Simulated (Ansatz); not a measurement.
Choice of functional: Co

```
Co
1.0
     2.51900    0.00000    0.00000
    -1.25950    2.18152    0.00000
     0.00000    0.00000    4.09100
Co
2
Cartesian
  0.0000 1.4543 1.0228
  1.2595 0.7272 3.0682
```

Atoms are numbered in the order listed.

The geometry is COD entry 9011615, unchecked; take it as a test cell. It differs from other determinations.

One fixed cell is solved with several functionals by frozen-core PAW in Ansatz 0.2.0, scalar-relativistically. A positive pressure means that the functional wants a larger cell.

The PAW files were made with PBE; their cores are remade for each functional.

Settings: a Γ-centred 19×19×10 k mesh, Fermi–Dirac smearing of 0.08 eV, cutoff 420 eV, spin-polarised from start moments Co1 2, Co2 2 μB.

Cutoffs: PBE 420 eV, LDA 420 eV, PBEsol 420 eV, r²SCAN 500 eV.

```tsv
setting	P (GPa)	spin moment on Co1 (μB)	lowest spin-up level at Γ above −25 eV, from the valence-band top or, without a gap, the Fermi level (eV)
PBE	-6.59	1.72	-8.82
LDA	-23.79	1.66	-8.83
PBEsol	-16.06	1.71	-8.88
r²SCAN	-11.25	1.93	-9.27
```
